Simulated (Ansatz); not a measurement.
Cr:
```
Cr
1.0
   -1.39416     1.39416     1.39416
    1.39416    -1.39416     1.39416
    1.39416     1.39416    -1.39416
Cr
1
Cartesian
  0.00000   0.00000   0.00000
```

Relaxed with LDA in the plane-wave PAW code Ansatz. Indices refer to the conventional cell of Im-3m, a = b = c = 2.7883 Å, α = β = γ = 90.00°.

Problem. Simulate the powder diffraction pattern (Cu Kα, λ = 1.54184 Å; lines above 1 %) up to 2θ = 90°.

Solution. Simulated powder pattern, Cu Kα, λ = 1.54184 Å (kinematic, ideal powder, no thermal factors, no anomalous dispersion; the 30 strongest lines at most, above 1 %, up to 2θ = 90°):

| 2θ (°) | d (Å) | I/Imax (%) | hkl |
|---|---|---|---|
| 46.03 | 1.972 | 100 | (110) |
| 67.14 | 1.394 | 14 | (200) |
| 85.26 | 1.138 | 27 | (211) |

The LDA relaxation kept the symmetry of its start. The workflow began spin-polarised and lost its moments. Textbook magnetic order: a spin-density-wave antiferromagnet.

Potentials: the earlier of the program's two PAW sets.
